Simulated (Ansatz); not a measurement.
## Predicting HSE06 gap from r²SCAN gap

Computed values for 9 crystals follow; one value of HSE06 gap is withheld.

Methods, by column (Ansatz, a plane-wave PAW program): the r²SCAN gap: r²SCAN, on the r²SCAN cell; the HSE06 gap: HSE06, on the r²SCAN cell. The D4 dispersion term is added in values of the rows MoSeS (P-6m2, hP6).

Started from generated or typed cells, with no claim that the phase is known: 4H-CdS. Runs started from generated or typed cells of the structure named: GaAs; BaHfO3. Not checked to be the ambient phase: RbCaH3 (cubic perovskite); K3NaS2O8 (P-3m1, hP14). No claim is made that these are known or stable phases: MoSeS (P-6m2, hP6). Spin–orbit coupling is left out unless named; in separate runs it moves the gap by GaAs −0.10 eV (r²SCAN), BaHfO3 −0.09 eV (r²SCAN); it moves the gap of RbCaH3 (cubic perovskite), 4H-CdS, CsCaF3 by under 0.05 eV; no shift is given for MoSeS (P-6m2, hP6).

```tsv
crystal	r²SCAN gap (eV)	HSE06 gap (eV)
RbCaH3 (cubic perovskite)	3.77	…
4H-CdS	1.59	2.15
GaAs (zinc blende)	0.96	1.36
K3NaS2O8 (P-3m1, hP14)	6.37	7.46
CsCaF3 (cubic perovskite)	8.05	9.24
BaHfO3 (cubic perovskite)	4.19	5.18
KZnF3 (cubic perovskite)	4.64	6.36
KMgF3 (cubic perovskite)	8.30	9.61
MoSeS (P-6m2, hP6)	0.65	0.99
```

### Question
Use the 8 complete rows to fit a straight line of HSE06 gap on r²SCAN gap, then estimate HSE06 gap for RbCaH3 (cubic perovskite).

### Answer
Means: x̄ = 4.344, ȳ = 5.294. Sums of products about the means: Sxx = 66.28, Sxy = 74.29. Slope k = 74.29/66.28 = 1.12; intercept c = 5.294 − (1.12) × 4.344 = 0.429; r² = 0.99. For RbCaH3 (cubic perovskite), x = 3.77, so y = 0.429 + (1.12) × 3.77 = 4.651, or 4.65 eV.

Against the calculation: The calculation gives 4.46 eV, 4 % below the estimate. The fitted rows scatter by 0.33 eV (standard error of the fit), so this miss is within the scatter; the row farthest from the line is KZnF3. The usual reason for the trend: both levels see the same bonding; the dearer one adds an opening that grows slowly with the gap. The line is a summary of these rows, no law.

Where several phases of a formula are at hand, those over 0.1 eV/atom above the lowest were not drawn (by r²SCAN where it compared them, else by the largest value; a layered or molecular lowest phase counts only with a dispersion term); other phases could lie lower still. Crystals of Pb, Bi, Tl or Hg, those whose gap spin–orbit coupling moves by over 0.3 eV, and those of Te, I or Sb with no such test at hand were not drawn. The rows are a sample with a lean to familiar crystals, kept because the fitted rows follow a line with r² over 0.75 in the expected sense, which many samples do not; the withheld row is never an end of the range. Limits of the draw: first gap over 0.2 eV; no magnets, V to Ni, Ru, Rh, Os or Ir; no unfamiliar magnets, and cubic perovskites only if shown or known to be stable. As a rule kept out of such tables: 4f compounds, open-shell compounds run without a Hubbard term, cells found unstable in the tests at hand, cells close to a higher symmetry, and runs set to a pressure or over 12 % in volume from the crystal's fullest run.
